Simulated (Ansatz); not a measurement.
The start is a relaxed CuAu3 cell with every coordinate shifted by Gaussian noise of σ = 0.2 Å. The structure is fully relaxed (lattice and positions, P = 0) with PBEsol (plane waves to 420 eV, PAW, scalar-relativistic; Ansatz, a quantum-chemistry and plane-wave program). First-step values are on the input's coarse k-mesh.

Ansatz input (later rounds restart from its end on a renewed k-mesh):
Ansatz 0.2 input:
```yaml
crystal:
  lattice:
    - [3.9738285878, 0, 0]
    - [0, 3.9738285878, 0]
    - [0, 0, 3.9738285878]
  atoms:
    - { symbol: Cu, position: [0.1159022134, -0.0131681821, -0.0543243691] }
    - { symbol: Au, position: [0.4106467237, 0.4186226838, -0.003795987] }
    - { symbol: Au, position: [0.1011652068, 0.4129620491, 0.5530335549] }
    - { symbol: Au, position: [0.5186796071, -0.0549128544, 0.4938130167] }
basis: { ecutwfc: 420, ecutrho_ratio: 4, xc_grid: 2, fft_grid_basis: typed }
kpoints: { mp_grid: { grid: [8, 8, 8] } }
hamiltonian:
  xc: pbesol
  dispersion: none
  pseudopotentials: { kind: paw }
scf: { occupations: { method: fermi_dirac, width: 0.05 } }
relax: { f_tol: 0.01, max_steps: 100, cell: { stress_tol: 0.02 } }
output: { forces: true, stress: true }
```

**Question.** Which atoms feel the largest initial force, and how large is it?

**Answer.** 17.07 eV/Å, on Au2 (atoms numbered as listed).

**Question.** Is the parent structure recovered?

**Answer.** It relaxes back to the parent, Pm-3m (No. 221).

**Question.** How do the shortest distances between atoms change?

**Answer.** The closest pairs of elements (up to four, under 3.6 Å), start → end: Au–Cu 2.09 → 2.81 Å; Au–Au 2.15 → 2.81 Å.

**Question.** What band gap does the relaxed structure have at this level?

**Answer.** No gap (metallic).

It ends as:

```cif
data_Au3Cu
_chemical_formula_sum 'Cu1 Au3'
_space_group_name_H-M_alt 'Pm-3m'
_space_group_IT_number 221
_space_group_name_Hall '-P 4 2 3'
_cell_length_a 3.97383
_cell_length_b 3.97383
_cell_length_c 3.97383
_cell_angle_alpha 90.000
_cell_angle_beta 90.000
_cell_angle_gamma 90.000
loop_
_atom_site_label
_atom_site_type_symbol
_atom_site_symmetry_multiplicity
_atom_site_Wyckoff_symbol
_atom_site_fract_x
_atom_site_fract_y
_atom_site_fract_z
_atom_site_occupancy
Cu1 Cu 1 a 0.00000 0.00000 0.00000 1
Au1 Au 3 c 0.00000 0.50000 0.50000 1
```

Final values are on a 12×12×12 k-mesh of the relaxed cell. No spin polarisation in the result.
